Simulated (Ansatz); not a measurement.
Y:
```xyz
2
Lattice="3.6576 0.0000 0.0000 -1.8288 3.1676 0.0000 0.0000 0.0000 5.6801" Properties=species:S:1:pos:R:3 pbc="T T T"
Y      0.0000     2.1117     4.2601
Y      1.8288     1.0559     1.4200
```

Relaxed with PBE. Special points in fractions of this cell's reciprocal vectors: Γ (0.000, 0.000, 0.000); M (0.500, 0.000, 0.000); K (0.333, 0.333, 0.000); A (0.000, 0.000, 0.500); L (0.500, 0.000, 0.500); H (0.333, 0.333, 0.500).

Task: List the band energies nearest the Fermi level at these points for plane-wave PAW PBE (Ansatz code).

Result: In eV from the Fermi level; about four levels below and three above (degenerate sets whole), none deeper than 8.9 eV; points with the same levels are listed once.

```csv
k,below,above
Γ,-4.64 -1.83,0.94 1.73 1.73
M,-1.67 -1.18 -0.80 -0.14,1.43 1.43 2.10
K,-0.70 -0.68 -0.68 -0.46,1.09 1.09 2.37
A,-3.20 -3.20,0.99 0.99 1.64 1.64 1.64 1.64
L,-1.63 -1.63,0.09 0.09 1.38 1.38
H,-0.38 -0.38 -0.37 -0.37,0.40 0.40 2.76 2.76
```

Space group P6_3/mmc (hcp (Mg type)). Symmetry was held in the PBE relaxation. No spin polarisation was allowed. Spin–orbit coupling is left out wherever it is not named.

Potentials: the later of the program's two PAW sets.
